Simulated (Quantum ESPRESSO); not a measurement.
## Rb4Cl3F (changed cell): field gradients at the nuclei

```yaml
crystal:
  lattice:
    - [6.55064, 0.00000, 0.00000]
    - [0.00000, 6.55064, 0.00000]
    - [0.00000, 0.00000, 6.55064]
  atoms:
    - { symbol: Rb, position: [0.00000, 0.00000, 0.00000] }
    - { symbol: F, position: [0.50000, 0.00000, 0.00000] }
    - { symbol: Rb, position: [0.00000, 0.50000, 0.50000] }
    - { symbol: Cl, position: [0.50000, 0.50000, 0.50000] }
    - { symbol: Rb, position: [0.50000, 0.00000, 0.50000] }
    - { symbol: Cl, position: [0.00000, 0.00000, 0.50000] }
    - { symbol: Rb, position: [0.50000, 0.50000, 0.00000] }
    - { symbol: Cl, position: [0.00000, 0.50000, 0.00000] }
```
The cell was made here from a computed Materials Project entry: one of 4 Cl replaced by F, cell and atoms relaxed (PBE without dispersion, pw.x of a modified build of Quantum ESPRESSO, symmetry kept). The parent is RbCl in Fm-3m. The swapped cell is a model, not a known phase. Stability against distortions was not tested.

Principal values are ordered |Vxx| ≤ |Vyy| ≤ |Vzz|, η = (Vxx − Vyy)/Vzz, and C_Q = eQVzz/h is given by its size. Cores are frozen. Rb had no test against all-electron runs.

Quadrupole moments taken as inputs (sizes, barn, from the tables of PySCF and pymatgen): ⁸⁵Rb 0.276, ³⁵Cl 0.0817.

Q: What do the calculations give at each independent site (field gradients by the PAW reconstruction of the field gradient on a scalar-relativistic PBE ground state (Quantum ESPRESSO, JTH datasets), 25 Ha, k-mesh 4×4×4 through Γ)?

A: 
| site | site symmetry | Vzz (10²¹ V/m²) | η_Q | ∣C_Q∣ (MHz) |
|---|---|---|---|---|
| Rb1 (atoms 1, 5, 7) | 4/mmm | 1.57 | 0.00 | 10.5 (⁸⁵Rb) |
| F (atom 2) | m-3m | 0 | – | – |
| Rb2 (atom 3) | m-3m | 0 | – | 0 (⁸⁵Rb) |
| Cl (atoms 4, 6, 8) | 4/mmm | under 0.2 | – | under 0.38 (³⁵Cl) |
